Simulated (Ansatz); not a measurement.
Consider a crystal of Cd₄S in space group P6/mmm (No. 191), with Cd on 2c and 2d; S on 1a.

Theory: DFT PBE, scalar-relativistic, plane waves, PAW in Ansatz. Cutoff 420 eV, Γ-centred mesh, Gaussian smearing, no spin polarisation.

The zero of energy is the elements' standard structures at the same level; no fitted shifts are applied.

Q: Predict the relaxed structure.

A:

Space group P6/mmm (No. 191). a = 5.110 Å, b = 5.110 Å, c = 5.995 Å, α = 90.00°, β = 90.00°, γ = 120.00°
| atom | site | symmetry | x | y | z |
| --- | --- | --- | --- | --- | --- |
| Cd | 2c | -6m2 | 0.3333 | 0.6667 | 0.0000 |
| Cd | 2d | -6m2 | 0.3333 | 0.6667 | 0.5000 |
| S | 1a | 6/mmm | 0.0000 | 0.0000 | 0.0000 |

Cd on its first site has 3 S at 2.95 Å and 5 Cd at 2.95–3.00 Å; Cd on its second site has 5 Cd at 2.95–3.00 Å; S has 6 Cd at 2.95 Å. Another local minimum with the same sites may exist.

Q: And its energy and gap?

A: The energy over the elements is +0.15 eV/atom. The gap on the 12×12×6 mesh of the 5-atom cell is 0 eV (a metal). A positive value: parting into the elements would lower its energy.

The last run used Gaussian smearing of 0.10 eV. The reference form of S is held partly by dispersion forces, which this level lacks. A structure relaxed within its symmetry needn't be a true minimum. Another cell of Cd4S relaxed alike, in P4/mmm, lies 29 meV/atom lower, so this cell isn't the stable form at this level.
